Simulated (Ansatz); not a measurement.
Mg2SeS in space group P-4m2 (No. 115; Mg on 2g, Se on 1b, S on 1d), the program Ansatz at the PBEsol level (PAW). The conduction-band minimum lies at Γ, with 1 equivalent valley. Second derivatives d²E/dk² of the lowest band at one valley (eV·Å²), along Cartesian directions:

```
direction  d²E/dk²
---------  -------
[100]        32.30
[010]        32.30
[001]        34.58
[110]        32.31
[101]        33.43
[011]        33.43
```

Find the principal effective masses, the density-of-states mass and the conductivity mass.

Off-diagonal terms follow from H_xy = H[110] − (H_xx + H_yy)/2, and m*/mₑ = 7.620 eV·Å² over each eigenvalue: 0.22, 0.24, 0.24. One valley's DOS mass (m₁m₂m₃)^(1/3) = 0.23, conductivity mass 3/(Σ 1/mᵢ) = 0.23 mₑ.

What effective density of states Nc follows at 300 K for parabolic valleys?

Nc = 2.509e19 × 1 × (0.23)^(3/2) ≈ 2.8e18 cm⁻³.

With the computed static dielectric constant 7.00 (mean of the diagonal), estimate a hydrogenic donor's binding energy and radius.

E = 13.606 eV × 0.23/7.00² ≈ 64 meV; a = 0.529 Å × ε/m* ≈ 16 Å. Semilocal masses tend to be too small where the gap is.

The first step of the workflow began from a Materials Project structure, measured or hypothetical; the Crystallography Open Database copy checked does not list it. Whether it is the stable phase at ambient conditions was not checked. The cell was relaxed with PBEsol under the symmetry of its start; of distortions, only those at the zone centre were tested. Spin–orbit coupling is left out wherever it is not named.

Potentials: the later of the program's two PAW sets.
